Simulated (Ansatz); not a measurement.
Cu Kα1 powder pattern (kinematic, no thermal factors).
2θ (°) (relative intensity): 11.24 (61), 22.76 (2), 27.90 (100), 31.37 (49), 33.42 (18), 34.16 (5), 36.19 (45), 44.96 (17), 46.11 (8), 46.49 (7), 47.05 (8), 53.74 (29), 56.83 (16), 57.65 (4), 59.02 (20), 65.46 (5), 66.36 (10), 66.67 (2), 68.00 (2), 69.69 (7), 72.60 (6), 74.39 (7), 75.53 (3), 75.95 (2), 76.80 (1), 77.15 (4), 83.28 (3), 83.77 (5), 84.46 (3), 86.86 (7), 89.62 (6)

The pattern is computed from a structure relaxed with DFT PBE, scalar-relativistic, plane waves, PAW (Ansatz 0.2.0). No spin polarisation. Its elements are Ge, K.

Problem. Give the structure.

Solution. K$_{2}$Ge.
Space group I4/mmm (No. 139). a = 4.029 Å, b = 4.029 Å, c = 15.737 Å, α = 90.00°, β = 90.00°, γ = 90.00°
| atom | site | symmetry | x | y | z |
| --- | --- | --- | --- | --- | --- |
| K | 4e | 4mm | 0.5000 | 0.5000 | 0.1267 |
| Ge | 2a | 4/mmm | 0.0000 | 0.0000 | 0.0000 |

A pattern alone doesn't exclude other cells with like lines; this is the one computed.

Another cell of K2Ge relaxed alike, in I4/mcm, lies 107 meV/atom lower, so this cell isn't the stable form at this level.

It was reached by relaxing an invented guess, and it needn't be the stable form of this composition.
